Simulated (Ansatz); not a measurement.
# P: zone-centre modes

Computed with DFT PBEsol, scalar-relativistic, plane waves, PAW (Ansatz 0.2.0). The runs took a 420 eV cutoff, a Γ-centred 8×1×6 mesh and Gaussian smearing (0.05 eV). No spin polarisation.

Zero of the scan (as given, not relaxed at this level; this form isn't the usual structure):

```yaml
crystal:
  lattice:
    - [3.28373, 0.00000, 0.00000]
    - [0.00000, 34.85703, 0.00000]
    - [0.00000, 0.00000, 4.63208]
  atoms:
    - { symbol: P, position: [0.00000, 0.97026, 0.59215] }
    - { symbol: P, position: [0.00000, 0.02974, 0.40785] }
    - { symbol: P, position: [0.50000, 0.02974, 0.09215] }
    - { symbol: P, position: [0.50000, 0.97026, 0.90785] }
```

The cell holds layers and no dispersion correction was added, so their binding is poorly described.

Harmonic modes by finite displacements of 0.02 Å, without the LO–TO term.

At this geometry, is the structure stable against these modes?

Yes: no mode is imaginary beyond 10 cm⁻¹, and only the three translations lie near zero.

List the wavenumbers in cm⁻¹.

0, 0, 0, 127, 186, 227, 349, 432, 437, 442, 469, 472.

Cost: 1 run of about 0.57 core-minutes, on Intel Xeon 6975P-C (Granite Rapids) (shared hosts).